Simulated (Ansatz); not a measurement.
A crystal relaxed with r2SCAN in the plane-wave code Ansatz has space group Cmmm (No. 65) and a = 6.779 Å, b = 6.830 Å, c = 3.201 Å.

```tsv
atom	site	x	y	z
Xx	2c	0.0000	0.5000	0.5000
Sn	2a	0.0000	0.0000	0.0000
O	4j	0.0000	0.1938	0.5000
O	4g	0.1957	0.5000	0.0000
```

The r2SCAN gap is direct at Γ: 3.05 eV. PBE gives a direct gap of 2.42 eV at Γ. Meshes: r2SCAN 6×6×8, PBE 6×6×8. r2SCAN's ε∞ is 4.0 along x and y, 4.5 along z.

Problem. Which element is Xx?
A. Zr
B. Hf
C. Ti

Solution. B. Xx is Hf: a 6-atom cell of HfSnO₄ built on the rutile structure (relaxed group Cmmm). Hf has 6 O at 2.08–2.09 Å; Sn has 6 O at 2.06–2.08 Å; O has 2 Sn at 2.08 Å and 1 Hf at 2.09 Å; O has 1 Sn at 2.06 Å and 2 Hf at 2.08 Å.

The cell comes from a prototype generator: it can be a known phase or a hypothetical one. Spin polarisation is off.

Spin-orbit coupling is left out, which matters wherever the heavy atoms make up the band edges.

For a response run the program warns that the ground state's bands aren't all converged, so ε∞ carries an extra error.
